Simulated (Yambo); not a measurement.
## Optical response of AlN at +2 % biaxial strain

```
CELL_PARAMETERS angstrom
      3.17539     0.00000     0.00000
     -1.58769     2.74997     0.00000
      0.00000     0.00000     4.92060
ATOMIC_POSITIONS crystal
  N  0.66667 0.33333 0.88400
  N  0.33333 0.66667 0.38400
  Al 0.66667 0.33333 0.49600
  Al 0.33333 0.66667 0.99600
```

Yambo, RPA with local fields on PBEsol bands; 15×15×8 mesh, 32 bands, 4 Ry local-field block, 0.2 eV broadening; field along x.

```tsv
E (eV)	Im ε	Re ε	Im ε, independent particles
0.0	0.00	4.43	0.00
0.5	0.01	4.44	0.01
1.0	0.02	4.48	0.02
1.5	0.03	4.55	0.04
2.0	0.05	4.65	0.05
2.5	0.07	4.80	0.07
3.0	0.10	5.00	0.10
3.5	0.15	5.30	0.16
4.0	0.30	5.77	0.30
4.5	0.85	6.20	0.84
5.0	1.19	6.54	1.16
5.5	1.65	6.91	1.63
6.0	3.06	7.79	3.13
6.5	5.10	7.45	5.39
7.0	6.28	6.55	7.06
7.5	8.48	4.17	9.47
8.0	7.12	1.79	7.99
8.5	5.44	0.68	6.01
9.0	4.92	0.64	5.62
9.5	3.72	0.45	4.35
10.0	3.58	0.90	4.63
10.5	3.59	1.04	5.11
11.0	3.57	1.30	5.18
11.5	4.14	1.17	5.58
12.0	4.39	0.42	5.23
12.5	4.14	-0.19	4.46
13.0	3.91	-0.72	3.73
13.5	3.26	-0.91	2.97
14.0	3.17	-1.23	2.58
14.5	2.30	-1.56	1.77
15.0	1.86	-1.23	1.50
15.5	1.60	-1.22	1.26
16.0	1.36	-0.98	1.10
16.5	1.19	-0.93	0.94
17.0	0.93	-0.95	0.71
17.5	0.67	-0.72	0.53
18.0	0.58	-0.50	0.49
18.5	0.54	-0.41	0.45
19.0	0.47	-0.31	0.39
19.5	0.37	-0.18	0.32
20.0	0.38	-0.10	0.33
```

Peak heights and small wiggles depend on the k mesh. Convergence of the RPA response with its 15×15×8 mesh was not tested. No excitonic effects at this level.

Geometry strained from the cell relaxed with PBEsol, atoms relaxed again.
